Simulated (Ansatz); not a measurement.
The start is a generated trial cell of TiTe2 in the marcasite structure type. The cell and all atomic positions are relaxed at zero pressure with PBEsol (plane waves to 420 eV, PAW, scalar-relativistic; Ansatz, a program for electronic structure). First-step values are on the input's coarse k-mesh.

Ansatz input (later rounds restart from its end on a renewed k-mesh):
Ansatz 0.2 input:
```yaml
crystal:
  lattice:
    - [5.8032, 0, 0]
    - [0, 7.08276, 0]
    - [0, 0, 4.421535]
  atoms:
    - { symbol: Ti, position: [0, 0, 0] }
    - { symbol: Ti, position: [0.5, 0.5, 0.5] }
    - { symbol: Te, position: [0.2004, 0.3787, 0] }
    - { symbol: Te, position: [0.7004, 0.1213, 0.5] }
    - { symbol: Te, position: [0.2996, 0.8787, 0.5] }
    - { symbol: Te, position: [0.7996, 0.6213, 0] }
basis: { ecutwfc: 420, ecutrho_ratio: 4, xc_grid: 2, fft_grid_basis: typed }
kpoints: { mp_grid: { grid: [4, 4, 5] } }
hamiltonian:
  xc: pbesol
  dispersion: none
  pseudopotentials: { kind: paw }
scf: { occupations: { method: fermi_dirac, width: 0.05 } }
relax: { f_tol: 0.01, max_steps: 100, cell: { stress_tol: 0.02 } }
output: { forces: true, stress: true }
```

Q: Which atoms feel the largest initial force, and how large is it?

A: About 1.3 eV/Å, on Te3, Te4, Te5, Te6 (atoms numbered as listed).

Q: Is the relaxed structure metallic? Give its gap.

A: Zero (metallic).

Q: Write out the relaxed structure.

A: 
Space group Pnnm (No. 58); a = 6.051 Å, b = 6.962 Å, c = 3.616 Å, α = β = γ = 90.00°

```csv
atom,site,symmetry,x,y,z
Ti,2a,..2/m,0.0000,0.0000,0.0000
Te,4g,..m,0.2174,0.6506,0.0000
```

The space group stays Pnnm (No. 58) (the run could not lower it); the end is AFLOW prototype AB2_oP6_58_a_g (as in Fe2C), with 6 atoms in the primitive cell. Final values are on a 8×7×13 k-mesh of the relaxed cell. No spin polarisation in the result.

The run could not lose the symmetry of its start; a randomly shaken copy of 12 atoms returns to this structure.

The relaxed structure here is a generated cell of TiTe2: the first start was made by placing the elements on the sites of a structure type, and the end was not matched to a known phase here, so it may be hypothetical. Known forms of TiTe2 include space group No. 164.
